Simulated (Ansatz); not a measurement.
**Trial structures of SrLaF5**

SrLaF5 was placed in 3 structures, borrowed from other compounds or built from prototypes, and relaxed with PBEsol and then r2SCAN+rVV10 in the PAW code Ansatz, symmetry kept. Energies are static, from a final single point; gaps are the least over its mesh and special points. No spin polarisation and no zero-point or thermal terms; whether a cell exists isn't addressed.

```tsv
start	ends in	volume (Å³/atom)	energy, r2SCAN+rVV10 (meV/atom)	gap, r2SCAN+rVV10 (eV)	shaken (PBEsol)
SiSnPd5 type (No. 123)	P4/mmm	13.63	4	5.49	falls 6 meV
AlCrF5 type (No. 71)	Immm	21.53	269	5.84	falls 105 meV
MgPPd5 type (No. 123)	P4/mmm	14.17	0	6.03	distorts, same energy
```
Energies count from the lowest cell; the last column tells what a randomly displaced small cell does when relaxed without symmetry, which tests only the distortions that fit it.

The two lowest cells, from MgPPd5 type (No. 123) and SiSnPd5 type (No. 123), differ by 4 meV an atom, too little for a functional to decide. With PBEsol some shaken cells land within 15 meV an atom of the lowest symmetric one. Other structures, not tried here, could lie lower.

The cells shaken are PBEsol's, whose volumes can differ from those tabled by ten per cent. The falls are PBEsol's, in meV an atom on the shaken cell's own mesh; a cell that falls isn't a minimum, and its place in the table may change once it distorts.

The cells in order of energy (the first three):
- MgPPd5 type (No. 123): P4/mmm, 14.17 Å³ an atom. Sr is surrounded by 12 F at 2.66–2.87 Å; La is surrounded by 10 F at 2.41–3.02 Å; F is surrounded by 2 La at 2.41 Å and 2 Sr at 2.66 Å; F is surrounded by 4 Sr at 2.87 Å and 2 La at 3.02 Å.
- SiSnPd5 type (No. 123): P4/mmm, 13.63 Å³ an atom. Sr is surrounded by 10 F at 2.44–3.09 Å; La is surrounded by 12 F at 2.56–2.78 Å; F is surrounded by 4 La at 2.78 Å and 2 Sr at 3.09 Å; F is surrounded by 2 Sr at 2.44 Å and 2 La at 2.56 Å.
- AlCrF5 type (No. 71): Immm, 21.53 Å³ an atom. Sr has 6 F at 2.20–2.43 Å; La has 6 F at 2.21–2.54 Å; F has 1 Sr at 2.42 Å and 2 La at 2.54 Å; F has 1 La at 2.21 Å and 1 Sr at 2.43 Å; F has 2 Sr at 2.20 Å.

The lowest symmetric cell:
```
CELL_PARAMETERS angstrom
4.05297 0.00000 0.00000
0.00000 4.05297 0.00000
0.00000 0.00000 6.03826
ATOMIC_POSITIONS crystal
Sr 0.50000 0.50000 0.00000
La 0.00000 0.00000 0.50000
F 0.00000 0.50000 0.28476
F 0.00000 0.50000 0.71524
F 0.50000 0.00000 0.28476
F 0.50000 0.00000 0.71524
F 0.00000 0.00000 0.00000
```

Spin-orbit coupling is left out.
